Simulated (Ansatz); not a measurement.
Ionic part of the dielectric constant of BN at 8 GPa, mode by mode

Method: Ansatz 0.2.0, DFT LDA, scalar-relativistic, plane waves, PAW. Plane waves to 420 eV; Γ-centred k mesh 12×12×6; fixed occupations. No spin polarisation. Phonons by linear response, acoustic sum rule imposed.

Symmetry: P6_3mc, No. 186, hexagonal system. The conventional cell has a = 2.507 Å, b = 2.507 Å, c = 4.149 Å, α = 90.00°, β = 90.00°, γ = 120.00°. B (site symmetry 3m) has 4 N at 1.54 to 1.55 Å as nearest neighbours. N (site symmetry 3m) is surrounded by 4 B at 1.54 to 1.55 Å.

The primitive cell has V = 22.58 Å³ and ε∞,yy = 4.512. Each polar mode adds Δε = (4.92064×10⁷/V)·S/ν² along y, with S its oscillator strength in e²/amu, ν in cm⁻¹ and V in Å³.

Problem. From these modes, find each Δε and ε0,yy.
| ν (cm⁻¹) | S_yy (e²/amu) |
| --- | --- |
| 1106.2 | 1.068 |

Solution.
| ν (cm⁻¹) | Δε |
| --- | --- |
| 1106.2 | 1.90 |

The sum is 1.901, so ε0,yy = 6.41; the run's tensor has 6.41.

Problem. Where do the longitudinal modes lie for a wave vector along y?

Solution. At 1319 cm⁻¹. The Lyddane–Sachs–Teller product Π(ν_LO/ν_TO)² = 1.42 matches ε0/ε∞ = 1.42.

This wurtzite form isn't the usual stable structure of the compound at low pressure.

Cost: 1 run of about 2.3 core-minutes, on Intel Xeon Processor @ 2.50GHz (Skylake/Cascade Lake) (shared hosts).